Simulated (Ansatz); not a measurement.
CaSe:
```
CELL_PARAMETERS angstrom
      0.00000     2.97108     2.97108
      2.97108     0.00000     2.97108
      2.97108     2.97108     0.00000
ATOMIC_POSITIONS crystal
  Ca 0.00000 0.00000 0.00000
  Se 0.50000 0.50000 0.50000
```

Relaxed with HSE06.

Question: Give the Bader charges and basin volumes of the independent atoms, HSE06 in the plane-wave PAW code Ansatz.

Answer: 

```tsv
atom	Bader charge (e)	Bader volume (Å³)
Ca1	+1.51	13.9
Se2	-1.51	38.6
```

Space group Fm-3m (rock salt). The cell was relaxed with HSE06 under the symmetry of its start.

Potentials: the later of the program's two PAW sets.
